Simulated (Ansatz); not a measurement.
Relaxed-ion elastic tensor of W (bcc (W type), Im-3m) in GPa (Voigt order), plane-wave PAW PBEsol (Ansatz code); density 19.45 g/cm³, 15.70 Å³ per atom.

|  | 1 | 2 | 3 | 4 | 5 | 6 |
|---|---|---|---|---|---|---|
| 1 | 548 | 211 | 211 | 0.0 | 0.0 | 0.0 |
| 2 | 211 | 548 | 211 | 0.0 | 0.0 | 0.0 |
| 3 | 211 | 211 | 548 | 0.0 | 0.0 | 0.0 |
| 4 | 0.0 | 0.0 | 0.0 | 150 | 0.0 | 0.0 |
| 5 | 0.0 | 0.0 | 0.0 | 0.0 | 150 | 0.0 |
| 6 | 0.0 | 0.0 | 0.0 | 0.0 | 0.0 | 150 |

Q: Is the crystal mechanically stable?

A: Yes: the smallest eigenvalue of C is 150 GPa.

Q: Work out the Voigt, Reuss and Hill averages.

A: K_V = 323, K_R = 323, K_H = 323; G_V = 157, G_R = 157, G_H = 157 GPa.

Q: Give Young's modulus, Poisson's ratio, Pugh's ratio and the universal anisotropy index.

A: E = 9KG/(3K + G) = 405 GPa; ν = 0.29; K/G = 2.06 (ductile by the Pugh limit of 1.75); A_U = 5G_V/G_R + K_V/K_R − 6 = 0.02.

Q: Estimate the sound speeds and the Debye temperature.

A: v_l = √((K + 4G/3)/ρ) = 5230 m/s, v_t = √(G/ρ) = 2840 m/s, mean 3170 m/s; Θ = (h/k)(3n/4πV)^(1/3) v_m = 377 K.

Q: Give the Zener ratio and Young's modulus along [100], [110] and [111].

A: A = 2C44/(C11 − C12) = 0.89; 1/E = S11 − 2(S11 − S12 − S44/2)Γ with Γ = 0, 1/4, 1/3 gives 431, 399, 389 GPa.

The cell was relaxed with PBEsol under the symmetry of its start. No spin polarisation was allowed. As this level gives no gap, shear constants depend on the k-mesh and smearing (Fermi–Dirac, 0.1 eV here). Spin–orbit coupling is left out wherever it is not named.

Potentials: the earlier of the program's two PAW sets. The files were generated under PBE; for other functionals the program regenerates the frozen cores, and for LDA and PBEsol the local potential too.
